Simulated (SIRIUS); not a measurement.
Worked example: self-consistent single point of HfSi (P1, 8 atoms in the cell; from Materials Project mp-1042, changed as shown) in SIRIUS.

Level of theory: LDA (PW92), GBRV LDA ultrasoft pseudopotentials (plane waves; SIRIUS 7.12.0).

The change in words: atoms moved at random. Reference geometry (Pnma):
```yaml
crystal:
  lattice:
    - [6.86240, 0.00000, 0.00000]
    - [0.00000, 3.76823, 0.00000]
    - [0.00000, 0.00000, 5.22345]
  atoms:
    - { symbol: Hf, position: [0.67514, 0.25000, 0.37439] }
    - { symbol: Hf, position: [0.32486, 0.75000, 0.62561] }
    - { symbol: Hf, position: [0.82486, 0.75000, 0.87439] }
    - { symbol: Hf, position: [0.17514, 0.25000, 0.12561] }
    - { symbol: Si, position: [0.54312, 0.25000, 0.86087] }
    - { symbol: Si, position: [0.45688, 0.75000, 0.13913] }
    - { symbol: Si, position: [0.95688, 0.75000, 0.36087] }
    - { symbol: Si, position: [0.04312, 0.25000, 0.63913] }
```

Reference input (self-consistent single point, DFT, LDA (PW92), plane waves, GBRV LDA ultrasoft pseudopotentials): parameters.ngridk = 4 8 6; parameters.xc_functionals = [XC_LDA_X, XC_LDA_C_PW]; parameters.gk_cutoff = 6.325 1/bohr; parameters.pw_cutoff = 14.143 1/bohr; parameters.smearing = fermi_dirac; parameters.smearing_width = 0.00367493 Ha; potentials = GBRV LDA ultrasoft pseudopotentials; parameters.electronic_structure_method = pseudopotential; parameters.num_bands = 38; parameters.num_mag_dims = 0; parameters.num_dft_iter = 100; parameters.energy_tol = 1e-07 Ha. This run's input differs from it in these lines:

```diff
@@ -44,12 +44,12 @@
       "Hf": [
-        [4.633080736, 0.9420575, 1.9556074455],
-        [2.229319264, 2.8261725, 3.2678425545],
-        [5.660519264, 2.8261725, 4.5673324455],
-        [1.201880736, 0.9420575, 0.6561175545]
+        [4.7075515008, 0.9179182186, 1.9205528726],
+        [2.1979649584, 2.8814411294, 3.2657897386],
+        [5.6555302992, 2.844489866, 4.6291310824],
+        [1.1819935008, 0.9242563815, 0.5991140446]
       ],
       "Si": [
-        [3.727106688, 0.9420575, 4.4967114015],
-        [3.135293312, 2.8261725, 0.7267385985],
-        [6.566493312, 2.8261725, 1.8849864015],
-        [0.295906688, 0.9420575, 3.3384635985]
+        [3.7260361536, 0.9320980681, 4.4867607292],
+        [3.0544336528, 2.8551200429, 0.6982760194],
+        [6.6221336512, 2.7867605824, 1.9539620588],
+        [0.3039631456, 0.9308319428, 3.3402186777]
       ]
```

Log, with long lists cut:

```
[find] density tolerance         : 1e-06
[find] total energy tolerance    : 1e-07
[find] iter_solver_tol (initial) : 0.01
[find] iter_solver_tol (target)  : 1e-13
[find] num_dft_iter              : 100
Charges and magnetic moments
--------------------------------------------------------------------------------
total charge          : 64.000000
[find] | SCF iteration   0 out of 100|
[diagonalize] iterative solver tolerance (occupied, empty): 0.01 0.01
[diagonalize] average number of iterations: 2.97
[find] Charges and magnetic moments
[find] total charge          : 64.000000
[find] Energy
   [... lines left out ...]

[find] Charges and magnetic moments
[find] total charge          : 64.000000
[find] Energy
[find] smearing (-TS)                 :      -0.00275461
[find] Total energy                   :    -336.70741088 (Ha),    -673.41482176 (Ry)
[find] Free energy (E-TS)             :    -336.71016549 (Ha),    -673.42033097 (Ry)
[find] band gap (eV)                  :       0.00000000
[find] Efermi                         :       0.51545203
[find] iteration : 21, RMS (target) : 1.9321e-07 (1.0000e-06) , energy difference (target) : 4.3849e-10 (1.0000e-07)
[find] bands are converged : true
[find] iterative solver converged : true
[find] converged after 22 SCF iterations!
[find] Charges and magnetic moments
[find] total charge          : 64.000000
[find] Energy
[find] smearing (-TS)                 :      -0.00275461
[find] Total energy                   :    -336.70741088 (Ha),    -673.41482176 (Ry)
[find] Free energy (E-TS)             :    -336.71016549 (Ha),    -673.42033097 (Ry)
[find] band gap (eV)                  :       0.00000000
[find] Efermi                         :       0.51545203
[ground_state] === stress tensor components [kbar] ===
[ground_state] === stress_total ===
[ground_state]    45.568791    3.367964   -9.197325
[ground_state]     3.367964   51.897399   -1.109081
[ground_state]    -9.197325   -1.109081   57.157798
[ground_state] ==== total Forces in Ha/bohr =====
   [... lines left out ...]
[ground_state] atom:    3, force:      -0.0024485      0.0045364      0.0139547
[ground_state] atom:    4, force:       0.0016800      0.0095968     -0.0052388
[ground_state] atom:    5, force:       0.0157379     -0.0098029      0.0089628
[ground_state] atom:    6, force:      -0.0076747      0.0060846     -0.0113553
[ground_state] atom:    7, force:      -0.0045929      0.0048679      0.0011032
```

The run converged in 22 iterations. SIRIUS prints the stress tensor with tension positive. Against the reference run the free energy goes up by 23.8 meV/atom, the pressure goes from -5.73 to -5.15 GPa and the largest force goes from 0.087 to 1.059 eV/Å.

Forces above 1 eV/Å remain at this geometry. The structure comes from a collection of computed structures, made at another level of theory; the collection holds predicted forms beside known ones.

Cost on one core: about 5 core-minutes (a rough figure).

The gap that the log prints is read on the run's mesh, which can miss the band edges or a crossing.
